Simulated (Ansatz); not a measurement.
Relaxed Zr (hcp, Mg type):

```
CELL_PARAMETERS angstrom
      6.46252     0.00000     0.00000
     -1.61563     2.79835     0.00000
      3.23126     0.00000     5.17316
ATOMIC_POSITIONS crystal
  Zr 0.79167 0.66667 0.75000
  Zr 0.29167 0.66667 0.75000
  Zr 0.20833 0.33333 0.25000
  Zr 0.70833 0.33333 0.25000
```

The atoms are displaced by Q × the pattern below (from a DFPT mode at L = (0.5, 0.0, 0.5), largest move 1; Q in Å), at fixed cell. It is one choice among 2 degenerate patterns. (q is in reciprocal vectors of the primitive cell; the cell shown is doubled to hold the pattern.)

| atom | x | y | z |
|---|---|---|---|
| Zr1 | 0.500 | -0.866 | 0.000 |
| Zr2 | -0.500 | 0.866 | 0.000 |

Atoms not listed stay in place.

Level of theory: PBE (plane waves to 420 eV, PAW, scalar-relativistic; Ansatz, a first-principles code). k mesh 17×17×17 (Γ-centred), Fermi-Dirac smearing 0.05 eV. Energies are smeared free energies. With partly filled bands, energies and forces of such displacements shift with the k mesh and the smearing. Zr is run without spin polarisation. Zr was relaxed with its symmetry unable to fall. The zero of ΔE is the undisplaced structure.

The scan covers Q from -0.100 to 0.100 Å in 13 points.

Task: Which space group does the distorted structure have?

Result: Ima2 (No. 46), lowered from P6_3/mmc.

Task: What is the energy change at Q = 0.100 Å?

Result: 46.8 meV/cell.

Task: What harmonic wavenumber does the curvature at Q = 0 give?

Result: 120 cm⁻¹.

(A displaced cell: forces are minus the slopes of the energy, force constants its curvatures, and phonons follow from these.)
